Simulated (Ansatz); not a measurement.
SnGe₃:
```
CELL_PARAMETERS angstrom
      4.16633     0.00000     0.00000
      0.00000     4.16633     0.00000
      0.00000     0.00000     5.91942
ATOMIC_POSITIONS crystal
  Ge 0.50000 0.00000 0.76774
  Ge 0.00000 0.00000 0.00000
  Ge 0.00000 0.50000 0.23226
  Sn 0.50000 0.50000 0.50000
```

This is the PBEsol-relaxed structure.

Problem. All from DFT-PBEsol in the program Ansatz with PAW potentials, unless another level is named. Give the bulk modulus (Birch–Murnaghan fit).

Solution. 58.1 GPa.

Problem. Next, the highest zone-centre frequency?

Solution. 252 cm^-1.

Space group P-4m2. The start of the workflow was typed in or built on a structure type; neither database checked (COD, Materials Project) lists it. Its standing as an ambient phase is unchecked. The cell was relaxed with PBEsol under the symmetry of its start; its stability against distortions is not shown here. As this level gives no gap, phonon frequencies hold no LO–TO term and depend on the k-mesh and smearing (Fermi–Dirac, 0.1 eV here). Scalar-relativistic: spin–orbit coupling is off unless named, which matters more the heavier the elements.

Potentials: the earlier of the program's two PAW sets. The files were generated under PBE; for other functionals the program regenerates the frozen cores, and for LDA and PBEsol the local potential too.
